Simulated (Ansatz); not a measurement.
Polymorphs of BP, each relaxed with DFT-LDA in the program Ansatz with PAW potentials:

A: zinc blende (F-43m), a = b = c = 4.4907 Å, α = β = γ = 90.00°

B: P6_222, a = b = 3.2406 Å, c = 6.9008 Å, α = β = 90.00°, γ = 120.00°

C: wurtzite (P6_3mc), a = b = 3.1584 Å, c = 5.2416 Å, α = β = 90.00°, γ = 120.00°

D: Pnma, a = 6.2105 Å, b = 3.1928 Å, c = 5.3255 Å, α = 90.00°, β = 90.00°, γ = 90.00°

E: P6_3/mmc, a = 3.180 Å, b = 3.180 Å, c = 7.871 Å, α = 90.00°, β = 90.00°, γ = 120.00°

### Question
Rank these by energy per atom at 0 K (lowest first), as LDA gives it.

### Answer
A (+0 meV/atom), C (+10 meV/atom), D (+302 meV/atom), B (+467 meV/atom), E (+501 meV/atom)

### Question
Give each one's gap.

### Answer
A 1.14 eV; B no gap; C 0.79 eV; D 0.61 eV; E 0.55 eV.

Typed or built starts, not in the databases checked: B; D; E. Not the usual ambient phase: B; C; D; E. Weakly bound layers, chains or molecules computed without a dispersion correction, so cells and soft constants are ill determined: E. All cells were relaxed under the symmetry of their starts (and spin orders); stability against distortions was not tested throughout.

Energies hold the estimated change up to a 700 eV cutoff; steps of a few meV lie near the error of the meshes.

Potentials: the earlier of the program's two PAW sets. The files were generated under PBE; for other functionals the program regenerates the frozen cores, and for LDA and PBEsol the local potential too.
